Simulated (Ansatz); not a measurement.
Piezoelectric tensor of AlN at 8 GPa (stress–strain coefficients)

These are results of DFT LDA, scalar-relativistic, plane waves, PAW (Ansatz), not measurements. Cutoff 420 eV, 10×10×10 k-points (Γ-centred), fixed occupations. No spin polarisation.

The cell, relaxed at 8 GPa:
```
Al N
1.0
     0.00000    2.14558    2.14558
     2.14558    0.00000    2.14558
     2.14558    2.14558    0.00000
Al N
1 1
Direct
  0.00000 0.00000 0.00000
  0.75000 0.75000 0.75000
```

Other phases may be more stable at this pressure.

(1) Give the relaxed-ion proper piezoelectric stress tensor e_iJ (C/m², Voigt columns xx yy zz yz xz xy).

(2) With the elastic constants (GPa, Voigt order)
C11 = 326.3, C12 = 197.0, C13 = 197.0, C22 = 326.3, C23 = 197.0, C33 = 326.3, C44 = 193.4, C55 = 193.4, C66 = 193.4 GPa; the others vanish.
find the strain coefficients d = e·C⁻¹ (pC/N).

Answers

(1)
```
x    0.00  0.00  0.00 -0.80  0.00  0.00
y    0.00  0.00  0.00  0.00 -0.80  0.00
z    0.00  0.00  0.00  0.00  0.00 -0.80
```
Signs follow the orientation of the cell as given.

(2)
```
x    0.00  0.00  0.00 -4.15  0.00  0.00
y    0.00  0.00  0.00  0.00 -4.15  0.00
z    0.00  0.00  0.00  0.00  0.00 -4.15
```

This zinc-blende form isn't the usual stable structure of the compound at low pressure.

Cost: 1 run of about 0.26 core-minutes, on Intel Xeon Platinum 8559C (Emerald Rapids) (shared hosts).